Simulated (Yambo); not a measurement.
SrClF (space group P4/nmm, No. 129), G0W0@PBEsol in Yambo (4×4×2 mesh, plasmon pole; 6 Ry block, no terminator). The number N of bands in W and G is varied.

| N | x = 1/N | gap Γ → Γ (eV) | shift of the valence edge (eV) |
|---|---|---|---|
| 55 | 0.01818 | 8.980 | -1.136 |
| 77 | 0.01299 | 8.864 | -1.376 |
| 104 | 0.00962 | 8.794 | -1.521 |
| 131 | 0.00763 | ? | ? |

Basis-set arguments suggest E = E∞ + A x. Fix A and E∞ from the two rows above the withheld one, predict the row at 131 bands, and test the form.

Gap: A = (8.794 − (8.864))/(0.00962 − 0.01299) = 20.8, E∞ = 8.594 eV, so 8.753 eV is predicted; the run gave 8.755 eV (miss 2 meV). The first two rows have slope 22.4, within 15 % of that. Shift: A = (-1.521 − (-1.376))/(0.00962 − 0.01299) = 43.0, E∞ = -1.935 eV, so -1.607 eV is predicted; the run gave -1.613 eV (miss 6 meV). The first two rows have slope 46.2, within 15 % of that. The other settings are held fixed.

Geometry of the Materials Project entry, not relaxed at this level; primitive cell a = 4.1296 Å, b = 4.1296 Å, c = 6.9766 Å, α = 90.00°, β = 90.00°, γ = 90.00°.

A shift is the quasiparticle energy of the state minus its PBEsol energy.
